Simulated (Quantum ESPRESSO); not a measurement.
pw.x input (Quantum ESPRESSO 7.5; PBEsol, PseudoDojo standard norm-conserving files, scalar-relativistic):

```
&CONTROL
  calculation = 'scf'
  pseudo_dir = './pseudo'
  outdir = './out'
  tprnfor = .true.
  tstress = .true.
/
&SYSTEM
  ibrav = 0
  nat = 5
  ntyp = 3
  ecutwfc = 84.0
  ecutrho = 336.0
  occupations = 'smearing'
  smearing = 'fd'
  degauss = 0.002
  nbnd = 15
/
&ELECTRONS
  conv_thr = 5e-10
/
ATOMIC_SPECIES
H 1.0080 H.upf
Mg 24.3050 Mg.upf
K 39.0983 K.upf
CELL_PARAMETERS angstrom
  3.988100000000   0.000000000000   0.000000000000
  0.000000000000   3.988100000000   0.000000000000
  0.000000000000   0.000000000000   3.988100000000
ATOMIC_POSITIONS crystal
H   0.500000000000   0.000000000000   0.500000000000
H   0.000000000000   0.500000000000   0.500000000000
H   0.500000000000   0.500000000000   0.000000000000
Mg   0.500000000000   0.500000000000   0.500000000000
K   0.000000000000   0.000000000000   0.000000000000
K_POINTS automatic
8 8 8 0 0 0
```

End of the output:

```
     total energy              =    -182.15620629 Ry
     estimated scf accuracy    <       0.00000573 Ry
     total energy              =    -182.15620739 Ry
     estimated scf accuracy    <       0.00000011 Ry
     total energy              =    -182.15620744 Ry
     estimated scf accuracy    <       0.00000002 Ry
[...]
     the Fermi energy is     3.9012 ev
!    total energy              =    -182.15620744 Ry
     estimated scf accuracy    <          1.7E-10 Ry
     smearing contrib. (-TS)   =      -0.00000000 Ry
     internal energy E=F+TS    =    -182.15620744 Ry
     The total energy is F=E-TS. E is the sum of the following terms:
     one-electron contribution =    -116.48635889 Ry
     hartree contribution      =      58.53762491 Ry
     xc contribution           =     -30.38059741 Ry
     ewald contribution        =     -93.82687606 Ry
     convergence has been achieved in   7 iterations
     Forces acting on atoms (cartesian axes, Ry/au):
     atom    1 type  1   force =     0.00000000    0.00000000    0.00000000
     atom    2 type  1   force =     0.00000000    0.00000000    0.00000000
     atom    3 type  1   force =     0.00000000    0.00000000    0.00000000
     atom    4 type  2   force =     0.00000000    0.00000000    0.00000000
     atom    5 type  3   force =     0.00000000    0.00000000    0.00000000
     Total force =     0.000000     Total SCF correction =     0.000000
     Computing stress (Cartesian axis) and pressure
          total   stress  (Ry/bohr**3)                   (kbar)     P=       -3.13
  -0.00002129   0.00000000   0.00000000           -3.13        0.00        0.00
   0.00000000  -0.00002129   0.00000000            0.00       -3.13        0.00
   0.00000000   0.00000000  -0.00002129            0.00        0.00       -3.13
```
In a gapped system the printed Fermi energy is only some level inside the gap.

Geometry of the Materials Project entry, not relaxed at this level.
